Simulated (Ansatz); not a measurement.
Si:
```xyz
12
Lattice="1.9154 -5.3589 0.0000 1.9154 5.3589 0.0000 0.0000 0.0000 12.6836" Properties=species:S:1:pos:R:3 pbc="T T T"
Si     1.9154    -2.7579     5.6451
Si     1.9154     2.7579     7.0385
Si     1.9154     2.7579    11.9869
Si     1.9154    -2.7579     0.6967
Si     1.9154     0.7644     8.3366
Si     1.9154    -0.7644     4.3470
Si     1.9154    -0.7644     1.9948
Si     1.9154     0.7644    10.6888
Si     1.9154    -5.0514     5.1927
Si     1.9154     5.0514     7.4909
Si     1.9154     5.0514    11.5345
Si     1.9154    -5.0514     1.1491
```

Relaxed with r²SCAN.

Question: Tabulate the valence density and the electron localisation function along the shortest Si–Si contact (2.34 Å), r²SCAN (plane waves, PAW; program Ansatz).

Answer: 

| distance from Si (Å) | density (e/Å³) | ELF |
|---|---|---|
| 0.23 | 0.16 | 0.42 |
| 0.35 | 0.21 | 0.39 |
| 0.47 | 0.30 | 0.48 |
| 0.58 | 0.40 | 0.67 |
| 0.70 | 0.49 | 0.82 |
| 0.82 | 0.55 | 0.90 |
| 0.94 | 0.58 | 0.93 |
| 1.05 | 0.58 | 0.94 |
| 1.17 | 0.58 | 0.94 |
| 1.29 | 0.58 | 0.94 |
| 1.40 | 0.58 | 0.93 |
| 1.52 | 0.56 | 0.90 |
| 1.64 | 0.50 | 0.83 |
| 1.75 | 0.41 | 0.68 |
| 1.87 | 0.30 | 0.50 |
| 1.99 | 0.22 | 0.40 |
| 2.10 | 0.16 | 0.43 |

The density is the valence pseudo-density with augmentation charge, so density and ELF within about 1 Å of a nucleus are not all-electron values.

Space group Cmcm. The workflow started from a Materials Project entry (that database holds measured and hypothetical structures alike); the Crystallography Open Database copy checked does not list it. It is not the phase usual at ambient conditions (space group No. 227). The r²SCAN relaxation kept the symmetry of its start; phonons on a q-mesh show no instability.

Potentials: the earlier of the program's two PAW sets.
